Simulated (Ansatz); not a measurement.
ZnS:
```cif
data_S8Zn8
_chemical_formula_sum 'Zn8 S8'
_space_group_name_H-M_alt 'P3m1'
_space_group_IT_number 156
_space_group_name_Hall 'P 3 -2"'
_cell_length_a 3.74195
_cell_length_b 3.74195
_cell_length_c 24.51571
_cell_angle_alpha 90.000
_cell_angle_beta 90.000
_cell_angle_gamma 120.000
loop_
_atom_site_label
_atom_site_type_symbol
_atom_site_symmetry_multiplicity
_atom_site_Wyckoff_symbol
_atom_site_fract_x
_atom_site_fract_y
_atom_site_fract_z
_atom_site_occupancy
Zn1 Zn 1 b 0.33333 0.66667 0.12508 1
Zn2 Zn 1 a 0.00000 0.00000 0.00033 1
Zn3 Zn 1 c 0.66667 0.33333 0.62486 1
Zn4 Zn 1 c 0.66667 0.33333 0.87530 1
Zn5 Zn 1 a 0.00000 0.00000 0.75010 1
Zn6 Zn 1 b 0.33333 0.66667 0.37514 1
Zn7 Zn 1 a 0.00000 0.00000 0.49989 1
Zn8 Zn 1 c 0.66667 0.33333 0.25006 1
S1 S 1 c 0.66667 0.33333 0.34380 1
S2 S 1 c 0.66667 0.33333 0.96899 1
S3 S 1 b 0.33333 0.66667 0.21861 1
S4 S 1 a 0.00000 0.00000 0.59342 1
S5 S 1 a 0.00000 0.00000 0.09383 1
S6 S 1 a 0.00000 0.00000 0.84378 1
S7 S 1 b 0.33333 0.66667 0.46863 1
S8 S 1 c 0.66667 0.33333 0.71858 1
```

Relaxed with LDA.

### Question
Which orbitals make up the states near the band edges in DFT-LDA in the program Ansatz with PAW potentials?

### Answer
Top 1 eV of the valence band: S 3p 87 %, Zn 3d 10 %. Bottom 1 eV of the conduction band: Zn 4s 52 %, S 3s 26 %, S 3p 14 %, outside the projected shells 8 %. Projections are on Löwdin-orthogonalised atomic valence shells; empty p or d shells of many metals are not among them.

### Question
Tabulate the density of states.

### Answer
States/eV per cell of 16 atoms, in 0.25 eV bins, energy from the valence-band maximum.

```
E (eV)   total   Zn 3d   S 3p  Zn 4s
------  ------  ------  -----  -----
-7.85     0.00    0.00   0.00   0.00
-7.60     0.00    0.00   0.00   0.00
-7.35     0.00    0.00   0.00   0.00
-7.10     0.00    0.00   0.00   0.00
-6.85    22.60   18.00   3.74   0.81
-6.60   115.38  101.07  12.85   1.27
-6.35    67.36   62.16   4.19   0.81
-6.10    94.48   92.17   1.13   0.70
-5.85    20.20   18.13   0.66   0.50
-5.60     0.66    0.13   0.39   0.12
-5.35     3.98    0.85   2.24   0.75
-5.10    12.68    2.40   6.89   2.97
-4.85    10.89    2.37   5.60   2.34
-4.60     7.99    1.86   4.06   1.46
-4.35     6.07    1.41   3.12   0.96
-4.10     4.49    1.01   2.38   0.61
-3.85     4.02    0.79   2.35   0.45
-3.60     4.66    0.73   3.15   0.36
-3.35     8.62    1.09   6.49   0.45
-3.10     8.92    1.02   6.93   0.38
-2.85     8.85    0.95   7.01   0.32
-2.60    11.11    1.07   9.06   0.31
-2.35    12.24    1.12  10.18   0.27
-2.10    12.45    1.13  10.41   0.23
-1.85    13.17    1.17  11.13   0.19
-1.60    14.62    1.29  12.47   0.15
-1.35    14.79    1.32  12.68   0.12
-1.10    12.73    1.15  10.99   0.07
-0.85     8.39    0.79   7.25   0.04
-0.60     5.67    0.55   4.91   0.03
-0.35     3.66    0.36   3.20   0.01
-0.10     1.33    0.13   1.17   0.00
0.15      0.00    0.00   0.00   0.00
0.40      0.00    0.00   0.00   0.00
0.65      0.00    0.00   0.00   0.00
0.90      0.00    0.00   0.00   0.00
1.15      0.00    0.00   0.00   0.00
1.40      0.00    0.00   0.00   0.00
1.65      0.00    0.00   0.00   0.00
1.90      0.00    0.00   0.00   0.00
2.15      0.00    0.00   0.00   0.00
2.40      0.05    0.00   0.00   0.03
2.65      0.18    0.00   0.02   0.10
2.90      0.30    0.00   0.04   0.16
3.15      1.19    0.01   0.15   0.44
3.40      3.98    0.02   0.50   1.30
3.65      7.46    0.03   1.02   2.48
3.90      9.92    0.04   1.40   3.05
4.15     13.21    0.06   1.91   3.87
4.40     11.26    0.05   1.84   3.48
4.65     10.34    0.04   1.82   3.14
4.90      8.60    0.03   1.53   2.46
5.15      7.26    0.03   1.13   1.69
5.40      7.05    0.02   0.94   1.34
5.65     12.92    0.04   1.52   2.11
5.90     10.65    0.03   1.29   1.88
6.15     11.15    0.03   1.03   1.41
6.40      8.51    0.02   0.57   0.72
6.65     10.61    0.02   0.50   0.50
6.90     13.15    0.03   0.59   0.57
```

The first step of the workflow began from a Materials Project structure, measured or hypothetical; the Crystallography Open Database files this formula in space group No. 156, but the cells were not matched. It is not the phase usual at ambient conditions (space group No. 186, 216). Symmetry was held in the LDA relaxation; phonons on a q-mesh show no instability.

Potentials: the later of the program's two PAW sets.
